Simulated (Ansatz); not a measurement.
Ge₂Sb₂Te₅: opening a crack plane

Ge₂Sb₂Te₅, P-3m1, a = 4.202 Å, c = 17.106 Å. The structure is a Materials Project entry; whether it is the stable form wasn't checked. Ansatz: PBEsol, PAW, 420 eV, Γ-centred 11×11×3 mesh on 9 atoms, Gaussian smearing 0.15 eV; no spin polarisation. One cut on (001) per cell of 9 atoms is opened rigidly by x, between planes of Te and Te that stand 2.71 Å apart; y is the energy per area (15.289 Å², 1 eV/Å² = 16.02 J/m²).

```
x (Å) y (J/m²)
 0.00     0.000
 0.25     0.014
 0.50     0.043
 0.75     0.074
 1.00     0.101
 1.50         ?
 2.00     0.162
 3.00     0.175
 4.50     0.179
 6.00     0.179
```

Task: Fit the universal binding curve y = W[1 − (1 + x/l) e^(−x/l)] to the other rows, give the peak stress, and predict the missing value.

Result: Least squares gives W = 0.180 J/m² and l = 0.530 Å. The stress dy/dx peaks at x = l with W/(e l) = 1.2 GPa, for rigid faces. At x = 1.50: x/l = 2.830, y = 0.139 J/m². The run gave 0.141 J/m², so the fit is 0.002 J/m² too low, a small miss on the scale of the series.

Cost: 11 runs of about 9.9 core-minutes in all, on Intel Xeon Platinum 8375C (Ice Lake) (shared hosts).